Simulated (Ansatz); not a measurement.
Au:
```
Au
1.0
    0.00000     3.03895     3.03895
    3.03895     0.00000     3.03895
    3.03895     3.03895     0.00000
Au
2
Direct
  0.00000   0.00000   0.00000
  0.25000   0.25000   0.25000
```

Relaxed with r²SCAN. Special points in fractions of this cell's reciprocal vectors: Γ (0.000, 0.000, 0.000); X (0.500, 0.000, 0.500); U (0.625, 0.250, 0.625); K (0.375, 0.375, 0.750); L (0.500, 0.500, 0.500); W (0.500, 0.250, 0.750).

Task: List the band energies nearest the Fermi level at these points for the program Ansatz at the r²SCAN with spin–orbit coupling level (PAW).

Result: In eV from the Fermi level; about four levels below and three above (degenerate sets whole), none deeper than 8.9 eV; points with the same levels are listed once.

| k | below | above |
|---|---|---|
| Γ | -1.37 -1.37 -1.37 -1.37 | 8.47 8.47 9.07 9.07 |
| X | -1.31 -1.31 -1.31 -1.31 | 0.27 0.27 0.27 0.27 |
| U | -0.99 -0.99 -0.01 -0.01 | 0.40 0.40 2.27 2.27 |
| L | -0.94 -0.94 -0.36 -0.36 | 6.32 6.32 7.66 7.66 |
| W | -1.29 -1.29 -0.92 -0.92 | 0.26 0.26 0.27 0.27 |

Space group Fd-3m (diamond). The start of the workflow was typed in or built on a structure type; neither database checked (COD, Materials Project) lists it. It is not the phase usual at ambient conditions (space group No. 225). The r²SCAN relaxation kept the symmetry of its start. At this level the phase is mechanically unstable.

Potentials: the earlier of the program's two PAW sets.
